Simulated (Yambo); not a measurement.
**Convergence of the G0W0 gap of KPSO₃H₂**

G0W0@PBEsol for KPSO3H2 (space group Cm, No. 8) in Yambo. Reference settings: 2×2×2 Γ-centred k mesh, 171 bands and a 7 Ry block in the screening, 171 bands in G with the Bruneval-Gonze terminator, plasmon pole fitted at 27.2 eV. The PBEsol gap (0, 0, -0.5) → Γ on this mesh is 4.43 eV; G0W0 gaps are taken between the same points.

```json
[
 {"change from the reference": "reference settings", "G0W0 gap (0, 0, -0.5) → Γ (eV)": "7.13", "shift of the valence edge (eV)": "-1.74", "rough Yambo cost": "1"},
 {"change from the reference": "65 bands in W, 65 bands in G", "G0W0 gap (0, 0, -0.5) → Γ (eV)": "7.15", "shift of the valence edge (eV)": "-1.47", "rough Yambo cost": "about 1/3"},
 {"change from the reference": "110 bands in W, 110 bands in G", "G0W0 gap (0, 0, -0.5) → Γ (eV)": "7.12", "shift of the valence edge (eV)": "-1.64", "rough Yambo cost": "within a factor of two"},
 {"change from the reference": "65 bands in G", "G0W0 gap (0, 0, -0.5) → Γ (eV)": "7.12", "shift of the valence edge (eV)": "-1.68", "rough Yambo cost": "–"},
 {"change from the reference": "1 Ry block", "G0W0 gap (0, 0, -0.5) → Γ (eV)": "7.05", "shift of the valence edge (eV)": "-1.34", "rough Yambo cost": "within a factor of two"},
 {"change from the reference": "3 Ry block", "G0W0 gap (0, 0, -0.5) → Γ (eV)": "6.83", "shift of the valence edge (eV)": "-1.48", "rough Yambo cost": "within a factor of two"},
 {"change from the reference": "pole fitted at 55 eV", "G0W0 gap (0, 0, -0.5) → Γ (eV)": "7.18", "shift of the valence edge (eV)": "-1.83", "rough Yambo cost": "–"},
 {"change from the reference": "no random integration", "G0W0 gap (0, 0, -0.5) → Γ (eV)": "7.03", "shift of the valence edge (eV)": "-1.53", "rough Yambo cost": "–"},
 {"change from the reference": "65 bands in G, no terminator", "G0W0 gap (0, 0, -0.5) → Γ (eV)": "7.02", "shift of the valence edge (eV)": "-1.22", "rough Yambo cost": "–"},
 {"change from the reference": "110 bands in G, no terminator", "G0W0 gap (0, 0, -0.5) → Γ (eV)": "7.07", "shift of the valence edge (eV)": "-1.49", "rough Yambo cost": "–"},
 {"change from the reference": "no terminator", "G0W0 gap (0, 0, -0.5) → Γ (eV)": "7.12", "shift of the valence edge (eV)": "-1.62", "rough Yambo cost": "–"}
]
```

The reference isn't shown to be the converged limit. Costs are rough (shared machines), scaled to the same edge states, and given only for runs that recompute the screening.

Geometry of the Materials Project entry, not relaxed at this level; primitive cell a = 4.5821 Å, b = 4.5821 Å, c = 6.0170 Å, α = 103.05°, β = 103.05°, γ = 88.15°.

A shift is the quasiparticle energy of the state minus its PBEsol energy.
